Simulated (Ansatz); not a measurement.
FePt (L1₀ or tetragonal B2), relaxed with r²SCAN (Ansatz, an electronic-structure program, plane waves, PAW): a = 2.7302 Å, b = 2.7302 Å, c = 3.7303 Å, α = 90.00°, β = 90.00°, γ = 90.00°.

```
Quantity                                                                        Value
---------------------------  --------------------------------------------------------
ΔH_f (eV/atom)                                                                  -0.34
B₀ by P(V) fit (GPa)                                                              217
spin order and moments (μB)  ferromagnetic; net 1.77 per atom; largest site about 3.3
```

### Question
The same phase is relaxed and computed with PBE in the same code. What are the cell and these values now?

### Answer
a = b = 2.729 Å, c = 3.763 Å, α = β = γ = 90.00°.

- ΔH_f (eV/atom) = -0.23
- B₀ by P(V) fit (GPa) = 202
- spin order and moments (μB) = ferromagnetic; net 1.64 per atom; largest site about 3.0

Spin orders computed, not proven ground states: FePt, L1₀ or tetragonal B2 with r²SCAN ferromagnetic; FePt, L1₀ or tetragonal B2 with PBE ferromagnetic. All cells were relaxed under the symmetry of their starts (and spin orders); stability against distortions was not tested throughout. Scalar-relativistic: spin–orbit coupling is off unless named, which matters more the heavier the elements.

Potentials: the earlier of the program's two PAW sets.

Ansatz is a plane-wave DFT program.

Formation energies count from the lowest solids of the elements computed at the same level, not from gases.
